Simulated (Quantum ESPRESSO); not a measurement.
**Band energies of CsSnBr3**

```
CELL_PARAMETERS angstrom
      5.83901     0.00000     0.00000
      0.00000     5.83901     0.00000
      0.00000     0.00000     5.83901
ATOMIC_POSITIONS crystal
  Br 0.50000 0.00000 0.50000
  Br 0.00000 0.50000 0.50000
  Br 0.50000 0.50000 0.00000
  Sn 0.50000 0.50000 0.50000
  Cs 0.00000 0.00000 0.00000
```

norm-conserving PBEsol (Quantum ESPRESSO, 72 Ry, with spin-orbit coupling); path ΓXMΓRX,MR; energies in eV from the valence-band maximum.

```csv
k (1/Å),point,band 44,band 45,band 46,band 47,band 48,band 49,band 50,band 51
0.00,Γ,-2.70,2.12,2.12,3.21,3.21,3.21,3.21,3.84
0.27,,-2.66,2.70,2.70,3.12,3.12,3.60,3.60,3.67
0.54,X,-1.98,1.40,1.40,3.59,3.59,4.18,4.18,4.20
0.81,,-1.72,1.16,1.16,2.74,2.74,3.97,3.97,4.08
1.08,M,-0.97,0.75,0.75,1.14,1.14,3.85,3.85,4.33
1.27,,-1.65,1.43,1.43,1.81,1.81,3.91,3.91,4.06
1.65,,-2.70,2.43,2.43,3.42,3.42,3.42,3.42,3.87
1.84,Γ,-2.70,2.12,2.12,3.21,3.21,3.21,3.21,3.84
2.15,,-2.69,2.80,2.80,3.31,3.31,3.51,3.51,3.72
2.46,,-1.65,1.38,1.38,1.68,1.68,2.05,2.05,3.83
2.77,R,0.00,0.08,0.08,0.57,0.57,0.57,0.57,3.63
2.92,,-0.69,0.43,0.43,0.88,0.88,1.23,1.23,3.76
3.23,,-1.70,1.07,1.07,2.88,2.88,3.11,3.11,3.92
3.53,X,-1.98,1.40,1.40,3.59,3.59,4.18,4.18,4.20
3.53,M,-0.97,0.75,0.75,1.14,1.14,3.85,3.85,4.33
3.71,,-0.90,0.63,0.63,1.00,1.00,3.01,3.01,4.36
4.07,R,0.00,0.08,0.08,0.57,0.57,0.57,0.57,3.63
```

The PBEsol gap is direct, 0.08 eV at R.

The cell is held in this high symmetry; tilts and polar distortions were not searched.

Geometry of the Materials Project entry, not relaxed at this level.

The structure is a Materials Project entry; no match was found in the copy of COD used, and its stability was not checked.
